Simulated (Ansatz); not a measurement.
One input, then a changed one: Li (sc type)

First run: DFT, LDA, norm-conserving pseudopotentials, Ansatz's default files, scalar-relativistic (Ansatz 0.2.0).

Command: `ansatz run input.yaml --threads 1 --pin off --max-ram 2048MiB --backend cpu --events-out ev --progress --plain --runs-dir out` It took 2.7 s on 1 thread of Arm Neoverse V1 (shared host), peak memory 0.26 GiB.

```yaml
crystal:
  lattice:
    - [2.6687814035, 0.0, 0.0]
    - [0.0, 2.6687814035, 0.0]
    - [0.0, 0.0, 2.6687814035]
  atoms:
    - { symbol: Li, position: [0.0, 0.0, 0.0] }
kpoints:
  mp_grid: { grid: [14, 14, 14] }
scf:
  occupations: { method: fermi_dirac, width: 0.05 }
hamiltonian:
  xc: lda
  pseudopotentials: { kind: nc }
output:
  forces: true
  stress: true
  eigenvalues: true
```

The cell comes from a relaxation on PAW files under the same functional, begun from a prototype that needn't be the stable phase.

This run: the series' base cell.

It converges in 5 SCF iterations at a pressure of 0.01 GPa, cutoff 1007 eV.

The input is then changed:

```diff
 kpoints:
-  mp_grid: { grid: [14, 14, 14] }
+  mp_grid: { grid: [14, 14, 14], shift: [0.5, 0.5, 0.5] }
 scf:
-  occupations: { method: fermi_dirac, width: 0.05 }
+  occupations: { method: tetrahedron_uncorrected }
 hamiltonian:
```

**Question.** Predict the outcome of the changed run.

**Answer.** It converges in 5 SCF iterations, cutoff 1007 eV, free energy +29.7 meV/atom against the first run's. More than one line changes, and not each need have an effect.
